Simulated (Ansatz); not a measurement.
**W (Fm-3m), symmetry broken, then relaxed**

Computed with DFT PBEsol, scalar-relativistic, plane waves, PAW in Ansatz 0.2.0. Cutoff 420 eV, Γ-centred 8×8×8 k-points, Gaussian smearing of 0.15 eV. Spin–orbit coupling is left out, which can shift energies with elements as heavy as these. No spin polarisation. Energies are free energies at this smearing, counted from the undisturbed cell; pressure is positive in compression.

The undisturbed cell (relaxed at this level):

```
W
1.0
     3.99799    0.00000    0.00000
     0.00000   -3.99799    0.00000
     0.00000    0.00000   -3.99799
W
4
Cartesian
  0.0000 -1.9990 -1.9990
  1.9990 0.0000 -1.9990
  1.9990 -1.9990 0.0000
  0.0000 0.0000 0.0000
```

The atoms are displaced (Å, in the unstrained cell):

| atom | ux | uy | uz |
| --- | --- | --- | --- |
| W1 | 0.032 | 0.030 | 0.009 |
| W2 | -0.011 | -0.010 | -0.003 |
| W3 | -0.011 | -0.010 | -0.003 |
| W4 | -0.011 | -0.010 | -0.003 |

Cell and atoms are then relaxed.

Task: Does the relaxation return to the undisturbed structure?

Result: No. It ends 494.6 meV/atom below it. The disturbance itself cost 5.2 meV/atom. The final space group reads Im-3m (tolerance 0.05 Å) and the volume changes by -1.84 %.

Final structure:

```
W
1.0
     3.15023    0.00000    0.00000
     0.00000   -4.46232    0.00001
     0.00000    0.00001   -4.46232
W
4
Cartesian
  0.0000 -2.2312 -2.2312
  1.5751 0.0000 -2.2312
  1.5751 -2.2312 0.0000
  3.1502 -4.4623 -4.4623
```

The relaxation, step by step (energy from the first step; small jumps at an unchanged geometry come where the plane waves are selected anew for the new cell):

```csv
step,ΔE (meV/atom),largest force component (eV/Å),pressure (GPa)
1,0.0,0.493,-0.14
2,14.6,0.830,2.72
3,-8.1,0.099,0.03
4,-30.1,0.277,0.80
5,-66.9,0.686,2.36
6,-95.9,0.588,0.78
7,-212.5,0.388,-2.94
8,-370.9,0.527,-1.64
9,-481.1,0.213,3.06
10,-497.8,0.010,1.89
11,-498.5,0.004,0.24
12,-498.5,0.000,0.00
13,-499.8,0.000,0.11
14,-499.8,0.000,0.00
15,-499.8,0.000,0.00
```

Cost: 3 runs of about 13 core-minutes in all, on Arm Neoverse V2 (shared hosts).